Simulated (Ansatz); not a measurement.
Fcc Ir (111), 5 layers, DFT, PBEsol, PAW with Ansatz's default frozen-core files, scalar-relativistic (Ansatz 0.2.0), on 2 threads of Intel(R) Xeon(R) 6975P-C (Granite Rapids) (shared host).

Command: `ansatz run input.yaml --threads 2 --pin off --max-ram 4096MiB --backend cpu --events-out ev --progress --plain --runs-dir out`

```yaml
crystal:
  lattice:
    - [2.7088887786, 0.0, 0.0]
    - [-1.3544443893, 2.3459664983, 0.0]
    - [0.0, 0.0, 24.8472]
  atoms:
    - { symbol: Ir, position: [0.8333333333, 0.1666666667, 0.3239788382] }
    - { symbol: Ir, position: [0.1666666667, 0.8333333333, 0.4111522966] }
    - { symbol: Ir, position: [0.5, 0.5, 0.5000000002] }
    - { symbol: Ir, position: [0.8333333333, 0.1666666667, 0.5888477025] }
    - { symbol: Ir, position: [0.1666666667, 0.8333333333, 0.6760211626] }
kpoints:
  mp_grid: { grid: [14, 14, 1] }
scf:
  occupations: { method: fermi_dirac, width: 0.05 }
hamiltonian:
  xc: pbesol
  pseudopotentials: { kind: paw }
output:
  forces: true
  stress: true
  eigenvalues: true
efield:
  axis: 3
  amplitude: 0.1
  dipole_correction: true
```

(1) How large is the problem that the program sets up?

(2) About how long does it take?

Answers

(1) 24 irreducible k-points, 3125 plane waves at Γ, 51 bands.

(2) 6.4 s of wall time for 9 SCF iterations. Times on shared machines scatter by tens of per cent.
